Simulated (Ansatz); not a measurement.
**I: pressure against volume**

I, Cmce, a = 7.344 Å, b = 4.481 Å, c = 9.652 Å. Ansatz: PBE+D3(BJ), PAW, 420 eV, Γ-centred 8×8×4 mesh on 4 atoms, Gaussian smearing 0.02 eV; no spin polarisation. Shape and atoms are relaxed at each volume; pressure is positive in compression.

| V (Å³/atom) | P (GPa) |
| --- | --- |
| 34.940 | 2.35 |
| 36.131 | 1.55 |
| 37.322 | 0.92 |
| 38.513 | 0.41 |
| 39.704 | 0.01 |
| 40.895 | -0.30 |
| 42.087 | ? |
| 43.675 | -0.78 |

Q: Take V0 = 39.704 Å³/atom, count pressures from its P0 = 0.01 GPa, fit the third-order Birch–Murnaghan form to the other rows, and predict the missing pressure.

A: With the Eulerian strain f = ½[(V0/V)^(2/3) − 1] and y = (P − P0)/[3f(1 + 2f)^(5/2)], the form is the line y = B0 + 1.5 B0 (B0′ − 4) f. Rows (f, y): 0.04447, 14.17; 0.03244, 13.52; 0.02105, 13.00; 0.01026, 12.35; -0.00976, 11.12; -0.03079, 10.03. Means f = 0.01128, y = 12.365; Σ(Δf)² = 0.003858, ΣΔfΔy = 0.2150; the slope is their ratio. y = 11.74 + 55.72 f GPa, so B0 = 11.7 GPa and B0′ = 4 + 2 × (55.72)/(3 × 11.74) = 7.16. At V = 42.087, f = -0.01906, y = 10.678 and P = -0.54 GPa. The run gave -0.55 GPa, so the fit is 0.01 GPa too high, a small miss on the scale of the series.

Cost: 8 runs of about 6.9 core-minutes in all, on AMD EPYC 9R14 (Zen 4) (shared hosts).